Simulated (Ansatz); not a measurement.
Relaxed bulk HfO2:

```cif
data_structure
_symmetry_space_group_name_H-M 'P 1'
_symmetry_Int_Tables_number 1
_cell_length_a 3.5768
_cell_length_b 3.5768
_cell_length_c 3.5768
_cell_angle_alpha 60.000
_cell_angle_beta 60.000
_cell_angle_gamma 60.000
_cell_volume 32.36
loop_
_atom_site_label
_atom_site_type_symbol
_atom_site_fract_x
_atom_site_fract_y
_atom_site_fract_z
_atom_site_occupancy
Hf1 Hf 0.00000 0.00000 0.00000 1
O1 O 0.25000 0.25000 0.25000 1
O2 O 0.75000 0.75000 0.75000 1
```

Miller indices refer to the conventional cell of Fm-3m (No. 225), a = 5.058 Å, b = 5.058 Å, c = 5.058 Å, α = 90.00°, β = 90.00°, γ = 90.00°. The bulk's gap is 4.30 eV.

The (110) slab of 7 planes, 10.7 Å thick with 15 Å of vacuum as cut; outer planes HfO2 (top) and HfO2 (bottom).

These are results of DFT r2SCAN, scalar-relativistic, plane waves, PAW in Ansatz, not measurements. Plane waves to 500 eV, a k mesh through Γ of 8×5×1 on the computed 21-atom cell and Gaussian smearing (0.05 eV); no spin polarisation. The cell repeats along c with a dipole correction in the vacuum.

With the atoms at the bulk's places:

| Quantity | Value |
| --- | --- |
| Surface energy (mean of both faces) | 2.34 J/m² |
| Gap of the slab on the mesh | 2.12 eV |
| Bulk valence band top under the vacuum level | 4.63 eV |
| Bulk conduction band bottom under the vacuum level | 0.33 eV |

Task: What changes when all atoms relax within this surface cell and its symmetry?

Result: The energy falls by 0.697 J/m² a face, and the largest move is 0.22 Å.

```yaml
Surface_energy_mean_of_both_faces: 1.64 J/m²
Gap_of_the_slab_on_the_mesh: 3.61 eV
Bulk_valence_band_top_under_the_vacuum_level: 5.85 eV
Bulk_conduction_band_bottom_under_the_vacuum_level: 1.55 eV
```

```csv
plane (bottom to top),atoms,"spacing to next, bulk (Å)",relaxed (Å),change (%),rumpling (Å)
1,HfO2,1.788,1.672,-6.5,0.253
2,HfO2,1.788,1.866,+4.3,0.180
3,HfO2,1.788,1.771,-0.9,0.063
4,HfO2,1.788,1.771,-0.9,0.000
5,HfO2,1.788,1.866,+4.3,0.063
6,HfO2,1.788,1.672,-6.5,0.180
7,HfO2,,,,0.253
```

Spin-orbit coupling is left out, which matters for the bands of heavy elements. The gap is read on a mesh, which can miss the band edges, so it can be too wide.

The reference crystal is the fluorite-type form of HfO2, which isn't its usual structure.